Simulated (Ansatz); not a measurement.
Ag2S:
```yaml
crystal:
  lattice:
    - [0.00000, 3.04498, 3.04498]
    - [3.04498, 0.00000, 3.04498]
    - [3.04498, 3.04498, 0.00000]
  atoms:
    - { symbol: Ag, position: [0.75000, 0.75000, 0.75000] }
    - { symbol: Ag, position: [0.25000, 0.25000, 0.25000] }
    - { symbol: S, position: [0.00000, 0.00000, 0.00000] }
```

Relaxed with PBEsol. Special points in fractions of this cell's reciprocal vectors: Γ (0.000, 0.000, 0.000); X (0.500, 0.000, 0.500); U (0.625, 0.250, 0.625); K (0.375, 0.375, 0.750); L (0.500, 0.500, 0.500); W (0.500, 0.250, 0.750).

Question: List the band energies nearest the Fermi level at these points for plane-wave PAW PBEsol (Ansatz code).

Answer: In eV from the Fermi level; about four levels below and three above (degenerate sets whole), none deeper than 8.9 eV; points with the same levels are listed once.

```json
[
 {"k": "Γ", "below": "-1.38 0.00 0.00 0.00", "above": "4.19 4.19 4.19"},
 {"k": "X", "below": "-2.70 -2.50 -2.50 -2.18", "above": "2.15 2.85 5.86"},
 {"k": "U", "below": "-3.45 -3.44 -3.40 -2.10 -1.67", "above": "2.50 4.32 5.24"},
 {"k": "L", "below": "-3.91 -3.91 -3.46 -0.51 -0.51", "above": "0.57 5.01 5.49 5.49"},
 {"k": "W", "below": "-3.52 -3.46 -2.13 -2.13", "above": "4.39 4.53 4.53"}
]
```

Space group Fm-3m (anti-fluorite). The workflow started from a Materials Project entry (that database holds measured and hypothetical structures alike); the Crystallography Open Database copy checked does not list it. COD files the formula under space group No. 4, 14. Whether it is the stable phase at ambient conditions was not checked. The cell was relaxed with PBEsol under the symmetry of its start; its stability against distortions is not shown here. The run is not spin-polarised. A small band overlap can be real or an error of a semilocal functional. Spin–orbit coupling is left out wherever it is not named.

Potentials: the later of the program's two PAW sets.
